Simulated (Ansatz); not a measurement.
BP (zinc blende)

```
BP
1.0
    0.00000     4.54847     4.54847
    2.27424     0.00000     2.27424
    2.27424     2.27424     0.00000
P B
2 2
Direct
  0.37500   0.75000   0.75000
  0.87500   0.75000   0.75000
  0.00000   0.00000   0.00000
  0.50000   0.00000   0.00000
```

A phonon eigenvector at L = (0.5, 0.0, 0.0) is frozen into this cell: atom i moves by Q times the vector below, so Q is the largest atomic displacement, in Å. The cell is held. (q is in reciprocal vectors of the primitive cell; the cell shown is doubled to hold the pattern.)

```
atom       x       y       z
----  ------  ------  ------
P1    -0.577   0.577   0.577
P2     0.577  -0.577  -0.577
B3     0.066  -0.066  -0.066
B4    -0.066   0.066   0.066
```

The numbers are results of PBE (plane waves to 420 eV, PAW, scalar-relativistic; Ansatz, a quantum-chemistry and plane-wave program), not measurements. k mesh 6×12×12 (Γ-centred), Fermi-Dirac smearing 0.05 eV. BP was relaxed with its symmetry unable to fall. 

```json
[
 {"Q (Å)": "-0.100", "−dE/dQ from forces (eV/Å)": "5.941"},
 {"Q (Å)": "-0.083", "−dE/dQ from forces (eV/Å)": "4.927"},
 {"Q (Å)": "-0.067", "−dE/dQ from forces (eV/Å)": "3.926"},
 {"Q (Å)": "-0.050", "−dE/dQ from forces (eV/Å)": "2.935"},
 {"Q (Å)": "-0.033", "−dE/dQ from forces (eV/Å)": "1.953"},
 {"Q (Å)": "-0.017", "−dE/dQ from forces (eV/Å)": "0.975"},
 {"Q (Å)": "0.000", "−dE/dQ from forces (eV/Å)": "0.000"},
 {"Q (Å)": "0.017", "−dE/dQ from forces (eV/Å)": "-0.975"},
 {"Q (Å)": "0.033", "−dE/dQ from forces (eV/Å)": "-1.953"},
 {"Q (Å)": "0.050", "−dE/dQ from forces (eV/Å)": "-2.935"},
 {"Q (Å)": "0.067", "−dE/dQ from forces (eV/Å)": "-3.926"},
 {"Q (Å)": "0.083", "−dE/dQ from forces (eV/Å)": "-4.927"},
 {"Q (Å)": "0.100", "−dE/dQ from forces (eV/Å)": "-5.941"}
]
```

Problem. What harmonic wavenumber does the curvature at Q = 0 give?

Solution. 506 cm⁻¹. E″ = 58.48 eV/Å², M = Σ mᵢ|uᵢ|² = 62.2 u, ν̃ = 521.5·√(|E″|/M).

(A displaced cell: forces are minus the slopes of the energy, force constants its curvatures, and phonons follow from these.)
